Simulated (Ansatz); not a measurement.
Relaxed-ion elastic tensor of HfO₂ (fluorite, Fm-3m) in GPa (Voigt order), DFT-PBEsol in the program Ansatz with PAW potentials; density 10.90 g/cm³, 10.69 Å³ per atom.

```
 576   109   109   0.0   0.0   0.0
 109   576   109   0.0   0.0   0.0
 109   109   576   0.0   0.0   0.0
 0.0   0.0   0.0  69.8   0.0   0.0
 0.0   0.0   0.0   0.0  69.8   0.0
 0.0   0.0   0.0   0.0   0.0  69.8
```

Is the crystal mechanically stable?

Yes: the smallest eigenvalue of C is 69.8 GPa.

Work out the Voigt, Reuss and Hill averages.

K_V = 264, K_R = 264, K_H = 264; G_V = 135, G_R = 97.0, G_H = 116 GPa.

Give Young's modulus, Poisson's ratio, Pugh's ratio and the universal anisotropy index.

E = 9KG/(3K + G) = 304 GPa; ν = 0.31; K/G = 2.28 (ductile by the Pugh limit of 1.75); A_U = 5G_V/G_R + K_V/K_R − 6 = 1.98.

Estimate the sound speeds and the Debye temperature.

v_l = √((K + 4G/3)/ρ) = 6200 m/s, v_t = √(G/ρ) = 3260 m/s, mean 3650 m/s; Θ = (h/k)(3n/4πV)^(1/3) v_m = 493 K.

Give the Zener ratio and Young's modulus along [100], [110] and [111].

A = 2C44/(C11 − C12) = 0.30; 1/E = S11 − 2(S11 − S12 − S44/2)Γ with Γ = 0, 1/4, 1/3 gives 541, 229, 192 GPa.

Solve the Christoffel equation for the three sound speeds along [100], [110], [111].

Eigenvalues of C_ijkl n_j n_l equal ρv². In km/s, slowest first: [100] 2.53, 2.53, 7.27; [110] 2.53, 4.63, 6.15; [111] 4.05, 4.05, 5.73.

This is a known high-temperature phase of the composition, computed here at zero pressure and temperature. The cell was relaxed with PBEsol under the symmetry of its start; its stability against distortions is not shown here. The run is not spin-polarised. Spin–orbit coupling is left out wherever it is not named.

Potentials: the later of the program's two PAW sets.
